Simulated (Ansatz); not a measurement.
# SrPt5: pressure against volume

SrPt5, P6/mmm, a = 5.402 Å, c = 4.349 Å. The structure is a COD entry; whether it is the stable form wasn't checked. Ansatz: PBEsol, PAW, 420 eV, Γ-centred 12×12×8 mesh on 6 atoms, Gaussian smearing 0.10 eV; no spin polarisation. Shape and atoms are relaxed at each volume; pressure is positive in compression.

| V (Å³/atom) | P (GPa) |
| --- | --- |
| 16.119 | 32.05 |
| 16.668 | 21.67 |
| 17.218 | 13.06 |
| 17.767 | 5.90 |
| 18.317 | -0.02 |
| 18.866 | -4.93 |
| 19.416 | ? |
| 20.148 | -13.27 |

Question: Take V0 = 18.317 Å³/atom, count pressures from its P0 = -0.02 GPa, fit the third-order Birch–Murnaghan form to the other rows, and predict the missing pressure.

Answer: With the Eulerian strain f = ½[(V0/V)^(2/3) − 1] and y = (P − P0)/[3f(1 + 2f)^(5/2)], the form is the line y = B0 + 1.5 B0 (B0′ − 4) f. Rows (f, y): 0.04448, 194.2; 0.03246, 190.3; 0.02106, 186.7; 0.01027, 182.6; -0.00975, 176.3; -0.03077, 168.2. Means f = 0.01129, y = 183.05; Σ(Δf)² = 0.003858, ΣΔfΔy = 1.326; the slope is their ratio. y = 179.2 + 343.8 f GPa, so B0 = 179.2 GPa and B0′ = 4 + 2 × (343.8)/(3 × 179.2) = 5.28. At V = 19.416, f = -0.01905, y = 172.65 and P = -8.97 GPa. The run gave -8.98 GPa, so the fit is 0.01 GPa too high, within the rms miss on the fitted rows (0.02 GPa).

Spin–orbit coupling is left out, which can shift energies with elements as heavy as these.